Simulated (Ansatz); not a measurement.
A plane-wave DFT run in Ansatz 0.2.0 (scalar-relativistic PAW potentials unless the input names others): input and command.

```yaml
crystal:
  lattice:
    - [4.6928213449, 0.0, 0.0]
    - [0.0, 4.6928213449, 0.0]
    - [0.0, 0.0, 5.2960455932]
  atoms:
    - { symbol: Si, position: [0.0, 0.5, 0.0251009355] }
    - { symbol: Si, position: [0.5, 0.0, 0.9748990645] }
    - { symbol: F, position: [0.0, 0.0, 0.0] }
    - { symbol: F, position: [0.5, 0.5, 0.0] }
    - { symbol: F, position: [0.0, 0.5, 0.7207663528] }
    - { symbol: F, position: [0.5, 0.0, 0.2792336472] }
basis:
  ecutwfc: 420
kpoints:
  mp_grid: { grid: [6, 6, 6] }
hamiltonian:
  xc: pbe
scf:
  occupations: { method: gaussian, width: 0.02 }
  max_iter: 75
output:
  forces: true
  eigenvalues: true
  stress: true
magnetization:
  spin_polarized: many
```

```bash
ansatz run input.yaml --threads 1 --pin off --max-ram 2560MiB --backend cpu --events-out ev --progress --plain --runs-dir out
```

Problem. What will the program do with this input?

Solution. The program refuses it, because of a value of the wrong type (magnetization.spin_polarized: not typed → "many"). Without that key it is accepted.

Abridged log:
```
Error: YAML parse error: error: line 27 column 19: invalid boolean (strict mode expects true/false)
  --> <input>:27:19
   |
25 |   stress: true
26 | magnetization:
27 |   spin_polarized: many
   |                   ^ invalid boolean (strict mode expects true/false)
```